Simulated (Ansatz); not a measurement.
## Structure relaxation, CaC2

The start is a relaxed CaC2 cell, doubled along one cell vector, shaken by Gaussian noise of σ = 0.08 Å a coordinate. Cell shape, volume and atoms are optimised at zero target pressure with r2SCAN (plane waves to 500 eV, PAW, scalar-relativistic; Ansatz, a first-principles code). The first steps use a coarse 4×7×4 k-mesh.

Initial structure:
```
CELL_PARAMETERS angstrom
      6.59485    -4.16625     0.00000
      3.29742     2.08313     0.00000
     -2.10667     0.00000     7.02130
ATOMIC_POSITIONS crystal
  Ca 0.10793 0.79702 0.76308
  Ca 0.57934 0.80922 0.75859
  Ca 0.40067 0.18747 0.22390
  Ca 0.90226 0.17118 0.26096
  C  0.21553 0.11122 0.56974
  C  0.72704 0.14393 0.56729
  C  0.27467 0.87969 0.43264
  C  0.81510 0.79788 0.43497
  C  0.41263 0.61230 0.94186
  C  0.95017 0.57040 0.94196
  C  0.05808 0.42639 0.04918
  C  0.54986 0.47250 0.05711
```

```yaml
energy_released: 0.34 eV/atom
relative_to_the_parent: It returns to the parent structure, C2/c (No. 15)
Shortest distances (start → end): "The closest pairs of elements (up to four, under 3.6 Å), start → end: C–C 1.06 → 1.25 Å; C–Ca 2.32 → 2.56 Å"
band_gap_at_the_end: 2.32 eV, indirect (valence top at k = (0.2, -0.2, 0), conduction bottom at Y2) (no spin-orbit coupling)
optimiser_moves: 9
```

Final values are on a 10×10×5 k-mesh of the relaxed cell. The start holds a very short contact (C–C 1.06 Å). No spin polarisation in the result.

The cell that was disturbed is our relaxation of an entry of Materials Project.
